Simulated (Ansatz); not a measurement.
An Ansatz input:

```yaml
crystal:
  lattice:
    - [0.0, 2.0441931237, 2.0441931237]
    - [2.0441931237, 0.0, 2.0441931237]
    - [2.0441931237, 2.0441931237, 0.0]
  atoms:
    - { symbol: B, position: [0.125, 0.125, 0.125] }
    - { symbol: B, position: [0.875, 0.875, 0.875] }
hamiltonian:
  xc: blyp
  pseudopotentials:
    kind: paw
    azcp:
      B: "pseudopotentials/B.paw.azcp"
basis:
  ecutwfc: 420
  fft_grid_basis: typed
kpoints:
  mp_grid: { grid: [22, 22, 22], shift: [0, 0, 0] }
magnetization:
  spin_polarized: false
scf:
  occupations: { method: fermi_dirac, width: 0.1 }
```

Terminal output

```
Engine: ansatz 0.2.0, aarch64-unknown-linux-gnu
Pseudopotentials: kind: paw
Pseudopotential: B, paw, valence charge 3, recommended cutoff 420 eV (normal) 
Functional definition: BLYP
  parameter beta = 0.0042
  parameter a = 0.04918
  parameter b = 0.132
  parameter c = 0.2533
  parameter d = 0.349
  exchange = b88_x(beta = beta)
  correlation = lyp_c(a = a, b = b, c = c, d = d)
Crystal: 2 atoms, lattice volume = 17.084 Å³
Basis set: ecut = 420 eV, 331 PW (Γ), exchange–correlation on 40×40×40 points (8 copies of the dense FFT grid, shifted against one another)
Bands: 7, of which v1, the nominal top of the filled ones, is band 3 counted from 1 (2 counted from 0)
Symmetry: 48 space group operations
Space group: Fd-3m (ITA 227), of the structure as read, at distance tolerance 2.6e-5 Å
k-points: 328 of 10648
Non-local potential: B, projectors of the file, l = 0: 2, l = 1: 2, l = 2: 1
PAW form: soft (Blöchl's): semilocal exchange-correlation on the pseudo side does not see the compensation charge
PAW frozen core: B, regenerated for the run's functional, and the local potential with it (the file was generated under x = pbe(κ = 0.804, μ = 0.2195149727645171), c = pbe(β = 0.06672455060314922))
PAW one-centre angular grid: B, 110 points (default); XC on 64 Gauss nodes
Initial density: superposition of atomic densities (neutral atoms: chi_scale 0, normalization atom), corrected by the library's trained network
Initial wavefunctions: pseudopotential atomic-orbital guess
Functional: x = b88, c = lyp
SCF iter   1: F=—  HF=-310.889529 eV  |F-HF|=—  |Δ(HF+E_count)|=         —  Δρ=1.17e-2  dr2=2.43e-2  ethr=1.77e-3  ⟨swp⟩=4.6  Hψ=15659  notcnv=0
SCF iter   2: F=—  HF=-310.880666 eV  |F-HF|=—  |Δ(HF+E_count)|=   8.86e-3  Δρ=4.50e-3  dr2=3.56e-3  ethr=4.05e-4  ⟨swp⟩=1.0  Hψ=4932  notcnv=0  defer=1
SCF iter   3: F=—  HF=-310.879263 eV  |F-HF|=—  |Δ(HF+E_count)|=   1.40e-3  Δρ=1.38e-4  dr2=9.34e-7  ethr=5.94e-5  ⟨swp⟩=2.0  Hψ=3248  notcnv=0  defer=1
SCF iter   4: F=—  HF=-310.879264 eV  |F-HF|=—  |Δ(HF+E_count)|=   1.61e-6  Δρ=2.65e-5  dr2=5.25e-8  ethr=1.56e-8  ⟨swp⟩=2.0  Hψ=3359  notcnv=0  defer=1
iter 5 did not close the SCF: its close was put off for the readings that it lacked (scf_convergence_deferred on its scf_iter line)
SCF iter   5: F=-310.879265 eV  HF=-310.879265 eV  |F-HF|=9.02e-11  |Δ(HF+E_count)|=   3.96e-8  Δρ=1.07e-6  dr2=5.42e-11  ethr=8.76e-10  ⟨swp⟩=2.1  Hψ=3265  notcnv=0  defer=1
SCF iter   6: F=-310.879265 eV  HF=-310.879265 eV  |F-HF|=5.68e-14  |Δ(HF+E_count)|=  1.02e-10  Δρ=2.23e-8  dr2=3.90e-14  ethr=1.00e-12  ⟨swp⟩=1.0  Hψ=6594  notcnv=0
SCF 1 converged in 6 iterations: F = -310.879265 eV  dr2 = 3.90e-14
SCF converged after 6 iterations
Free energy (F): -310.879265 eV
Harris-Foulkes:  -310.879265 eV  (|F-HF|=5.68e-14)
Internal energy: -310.849278 eV  (E = F + TS)
E sigma→0 (E₀):  -310.864271 eV
Entropy (-TS):   -0.029986 eV (-14.993 meV/atom)
Fermi energy:    6.607823 eV
--- Per-component energies (eV) ---
  E_band       = 12.425474
  E_kinetic    = 91.554427
  E_local      = -47.118391  (includes V_loc(G=0)·N_el)
  E_nonlocal   = 26.937016
  E_hartree    = 8.969311
  E_xc         = -60.307249
  E_vxc        = -70.871694  (∫ρ·V_xc dr)
  E_paw        = -160.131052  (= ΣΔE_a)
  E_vpaw       = -6.014504  (= ΣTr[D̂ρ^β])
  E_aug_tail   = -0.000005  (compensation charges beyond the density's cutoff)
  E_ewald      = -170.754864
  E_core_change = 0.001528  (= ΣΔE_core)
  E_smearing   = -0.029986  (= −TS)
  E_closure    = 0.000000  (closes the sum)
  Σ components = -310.879265   (vs F -310.879265, Δ=0.00e0)
```
